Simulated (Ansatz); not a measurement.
Input:

Ge:
```cif
data_Ge8
_chemical_formula_sum 'Ge8'
_space_group_name_H-M_alt 'P 1'
_space_group_IT_number 1
_cell_length_a 6.03206
_cell_length_b 6.03206
_cell_length_c 6.03206
_cell_angle_alpha 109.471
_cell_angle_beta 109.471
_cell_angle_gamma 109.471
loop_
_space_group_symop_operation_xyz
  'x, y, z'
loop_
_atom_site_label
_atom_site_type_symbol
_atom_site_fract_x
_atom_site_fract_y
_atom_site_fract_z
_atom_site_occupancy
Ge1 Ge 0.50000 0.00000 0.79887 1
Ge2 Ge 0.50000 0.00000 0.20113 1
Ge3 Ge 0.70113 0.70113 0.70113 1
Ge4 Ge 0.29887 0.29887 0.29887 1
Ge5 Ge 0.00000 0.79887 0.50000 1
Ge6 Ge 0.00000 0.20113 0.50000 1
Ge7 Ge 0.79887 0.50000 0.00000 1
Ge8 Ge 0.20113 0.50000 0.00000 1
```

This is the r²SCAN-relaxed structure.

All from r²SCAN (plane waves, PAW; program Ansatz), unless another level is named. Estimate the bulk modulus (Birch–Murnaghan fit).

66.6 GPa.

Next, the elastic constants (relaxed ions, GPa)?

C11 = 139, C12 = 30.2, C44 = 50.0.

What about the highest zone-centre frequency?

249 cm^-1.

Space group Ia-3. The workflow started from a Materials Project entry (that database holds measured and hypothetical structures alike); the Crystallography Open Database copy checked does not list it. It is not the phase usual at ambient conditions (space group No. 227). Symmetry was held in the r²SCAN relaxation; its stability against distortions is not shown here. As this level gives no gap, shear constants depend on the k-mesh and smearing (Fermi–Dirac, 0.1 eV here). As this level gives no gap, phonon frequencies hold no LO–TO term and depend on the k-mesh and smearing (Fermi–Dirac, 0.1 eV here).

Potentials: the earlier of the program's two PAW sets. The files were generated under PBE; for other functionals the program regenerates the frozen cores, and for LDA and PBEsol the local potential too.
